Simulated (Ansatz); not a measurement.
**Ba₃Na: how the plane-wave cutoff moves the results**

These are results of DFT PBEsol, scalar-relativistic, plane waves, PAW (Ansatz 0.2.0), not measurements.

```
CELL_PARAMETERS angstrom
6.22508 0.02504 -0.10128
0.02504 6.26183 -0.03538
-0.10128 -0.03538 6.28400
ATOMIC_POSITIONS crystal
Na 0.99859 0.99382 0.01689
Ba 0.00441 0.50850 0.50661
Ba 0.49849 0.97595 0.48800
Ba 0.49354 0.50111 0.01522
```

- Γ-centred k-mesh: 6×6×6
- occupation rule: Gaussian smearing, 0.1 eV
- spin treatment: unpolarised
- valence charge of the PAW sets: Na 9, Ba 10

The atoms are held and the plane-wave cutoff is swept. Energies are extrapolated to zero smearing and count from the reference run, 420 eV. The cell was strained and its atoms displaced at random, so that forces don't vanish. Spin–orbit coupling is left out. Pressure is positive in compression and holds a correction for the finite cutoff (Pulay stress).

One run gave ΔE = 20.8 meV/atom and P = -0.76 GPa. Which plane-wave cutoff did it use, of 200, 250, 300, 350?

300 eV. All runs:

```csv
cutoff (eV),ΔE (meV/atom),P (GPa),largest change of a force component (eV/Å),plane waves at Γ
200,1099,-0.68,0.018,1571
250,175,-0.76,0.005,2179
300,20.8,-0.76,0.001,2887
350,1.42,-0.76,0.000,3675
420,0.00,-0.76,0.000,4795
```